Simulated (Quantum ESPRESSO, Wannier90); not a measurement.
**Wannierisation of TaN (P-6m2)**

```
TaN
1.0
    2.93994     0.00000     0.00000
   -1.46997     2.54606     0.00000
    0.00000     0.00000     2.89018
Ta N
1 1
Cartesian
  0.00000   0.00000   1.44509
 -1.46997   0.84869   0.00000
```

Materials Project entry mp-1459; symmetrised, unrelaxed at this level. COD (Crystallography Open Database) has the formula in 5 space groups, this one among them (matched by group alone). Computed values, not measurements, from PBEsol: Quantum ESPRESSO (norm-conserving PseudoDojo potentials, cutoff 68 Ry, spinors with spin-orbit coupling) on a Γ-centred 12×12×6 mesh, then Wannier90. Density: 12×12×10 mesh, cold smearing 0.01 Ry.

Base run: 16 functions from bands 11-44 of the 44 computed, start hydrogen-like Ta: d; N: p, centres 0.05 Å off the atoms, frozen window up to 1.50 eV relative to the Fermi level, outer window open. Rows change the key named; with other orbitals the number of functions and the frozen window follow, as listed; window edges are relative to the Fermi level. The misfit compares interpolated bands with pw.x on a high-symmetry path, for states up to 1.0 eV relative to the Fermi level. Converged means that the tolerances were met: symmetric starts can stop on a saddle, which shows as a larger Ω_OD at equal Ω_I and can move the misfit too.

Rows with other orbitals or bands describe another subspace, so their Ω_I can't be set against the base's. Runs that didn't settle are not listed.

| setting | orbitals | bands | functions | frozen to (eV) | Ω_I (Å²) | Ω_D (Å²) | Ω_OD (Å²) | rms misfit (meV) | worst (meV) | ended |
|---|---|---|---|---|---|---|---|---|---|---|
| base | Ta d, N p | 11-44 | 16 | 1.50 | 18.76 | 0.03 | 0.83 | 4.3 | 48 | converged |
| num_iter = 0 (projection only), orbitals on the atoms | Ta d, N p | 11-44 | 16 | 1.50 | 18.76 | 0.04 | 1.19 | 4.2 | 44 | no minimisation |
| start: the same orbitals exactly on the atoms | Ta d, N p | 11-44 | 16 | 1.50 | 18.76 | 0.03 | 0.83 | 4.3 | 47 | converged |
| start: atomic waves of the pseudopotential files | Ta 5d, Ta 6s, N 2p | 11-44 | 18 | 1.50 | 21.94 | 0.02 | 1.25 | 6.3 | 72 | converged |
